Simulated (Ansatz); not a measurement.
# FeNi (P4/mmm): electronic heat capacity from the density of states

Theory: DFT PBEsol, scalar-relativistic, plane waves, PAW in Ansatz 0.2.0.

Plane waves to 420 eV, a k mesh through Γ of 16×16×12 on the computed 2-atom cell and Gaussian smearing (0.10 eV); collinear spin from starting moments 2.79 0.75 μB.

Relaxed cell: P4/mmm, a = 2.468 Å, b = 2.468 Å, c = 3.533 Å, α = 90.00°, β = 90.00°, γ = 90.00°, 2 atoms in the primitive cell. Whether it is the stable form of this composition wasn't checked.

The density of states at the Fermi level is 1.253 states/eV in the cell of 2 atoms (1 formula unit; both spins, tetrahedra on a 24×24×18 mesh). The run ends with a moment of 3.15 μB a cell (largest on a site 2.54 μB), and the figure is for this state; a paramagnetic sample can have a quite different one. Another magnetic order, if the compound takes it, can change N(E_F) and the shape of the cell a good deal.

**Question.** What Sommerfeld coefficient does this give?

**Answer.** Per formula unit N(E_F) = 1.253 states/eV. γ = (π²/3) k_B² N(E_F) N_A = 2.357 mJ/(mol K²) per state/eV, so γ = 3.0 mJ/(mol K²), a mole of formula units. This is the bare band result: a measured γ of the same phase and magnetic order is as a rule larger by a factor 1 + λ from phonons and spin fluctuations. N(E_F) at one energy is sensitive to the mesh where the density of states has sharp peaks.

Only parallel moments were tried here.

Only this magnetic start was tried.

Cost: 1 run of about 0.87 core-minutes, on Arm Neoverse V2 (shared hosts).